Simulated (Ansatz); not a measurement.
A trial form of SiC4

These are results of DFT PBE, scalar-relativistic, plane waves, PAW (Ansatz), not measurements. Cutoff 420 eV, Gaussian smearing, Γ-centred meshes. Cell and atoms relax first on a coarse mesh and then on a finer one. In between, the cell is made exact in the group found at 0.06 Å. In metals the finer mesh still leaves noise of several meV/atom or more. The steps can't lower the symmetry of their start. No spin polarisation in the relaxation; trial moments died out in a coarse test.

A trial structure of SiC4 was built thus: random cell by space group and Wyckoff sites (I4mm, No. 107). Lengths were set from tabulated atomic sizes, so they are only a guess.

```
Si C
1.0
    -1.92298    1.92298    3.67424
     1.92298   -1.92298    3.67424
     1.92298    1.92298   -3.67424
Si C
1 4
Direct
  0.08999 0.08999 0.00000
  0.07017 0.07017 0.61841
  0.45177 0.45177 0.38159
  0.07017 0.45177 0.00000
  0.45177 0.07017 0.00000
```

Energies over the elements count from the elements' standard structures at the same level, with no fitted energy shifts.

Question: What does it relax into?

Answer: The symmetry goes from I4mm (No. 107) to I4/mmm (No. 139). The volume per atom grows by 18.6 %, from 10.9 to 12.9 Å³. The shortest distance goes from 1.47 Å (C–C) to 1.46 Å (C–C). The energy falls by about 2.1 eV/atom (the start's value is from the coarse mesh). The end is written in a standard setting, so origin, axes and order of atoms can differ from the start's. Conventional cell: a = 4.135 Å, c = 7.539 Å. Around Si lie 4 C at 1.89 Å; around C lie 2 C at 1.46 Å and 1 Si at 1.89 Å.

```cif
data_structure
_symmetry_space_group_name_H-M 'I4/mmm'
_symmetry_Int_Tables_number 139
_cell_length_a 4.1348
_cell_length_b 4.1348
_cell_length_c 7.5394
_cell_angle_alpha 90.000
_cell_angle_beta 90.000
_cell_angle_gamma 90.000
_cell_volume 128.90
loop_
_atom_site_label
_atom_site_type_symbol
_atom_site_symmetry_multiplicity
_atom_site_Wyckoff_symbol
_atom_site_fract_x
_atom_site_fract_y
_atom_site_fract_z
_atom_site_occupancy
Si1 Si 2 b 0.50000 0.50000 0.00000 1
C1 C 8 h 0.82323 0.82323 0.00000 1
```

Question: Give its energy and gap.

Answer:

| Item | Value |
| --- | --- |
| Formation energy | +1.16 eV/atom |
| Gap on the 12×12×12 mesh of the 5-atom cell | 0 eV (a metal) |

A positive value: parting into the elements would lower its energy.

The last run used Gaussian smearing of 0.10 eV. Weakly bound directions are ill-defined at this level, which has no dispersion term. The reference form of C is held partly by dispersion forces, which this level lacks. Symmetry constrained the relaxation, so the result can be a saddle point.
